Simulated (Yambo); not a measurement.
A G0W0@PBEsol run in Yambo for CuI (space group Cmcm, No. 63) (2×2×4 Γ-centred k mesh, bands 9 to 224 and a 8 Ry block in the screening, 224 bands in G with the Bruneval-Gonze terminator, plasmon pole fitted at 27.2 eV) gives these matrix elements, in eV, at the band edges (Γ → Γ):

```
state               E0    <Vxc>     <Σx>  <Σc(E0)>      Z
---------------  -----  -------  -------  --------  -----
valence edge     0.000  -23.236  -27.647     3.859  0.759
conduction edge  0.756  -12.008   -8.022    -3.615  0.800
```

Solve the linearised quasiparticle equation for both states, give the gap, and say how exchange and correlation each act on it.

E = E0 + Z(Σx + Σc − Vxc). Valence: 0.000 + 0.759 × (-27.647 + (3.859) − (-23.236)) = -0.42 eV. Conduction: 0.756 + 0.800 × (-8.022 + (-3.615) − (-12.008)) = 1.05 eV. The gap is 1.47 eV, against 0.76 eV in PBEsol. Replacing Vxc by bare exchange alone would open it by 8.40 eV; correlation takes back 7.47 eV of that, and Z scales what is left. Nearest settings tried, and what they do to the gap: 144 bands in G: +14 meV; 144 bands in W, 144 bands in G: +37 meV; 7 Ry block (219 vectors against 261): +1 meV; 2×2×2 mesh: -55 meV. So the settings aren't converged at that level. The k mesh is coarse. Spin-orbit coupling is left out, which matters for elements this heavy: edges can move by tenths of an eV. The filled Cu 3d shell has no Hubbard U; semilocal functionals place it too high.

Geometry relaxed with PBE+D3(BJ); primitive cell a = 4.8108 Å, b = 4.8108 Å, c = 4.3664 Å, α = 90.00°, β = 90.00°, γ = 93.18°.

This is not the ordinary phase of the substance; no match was found in the copy of COD used, and its stability was not checked.
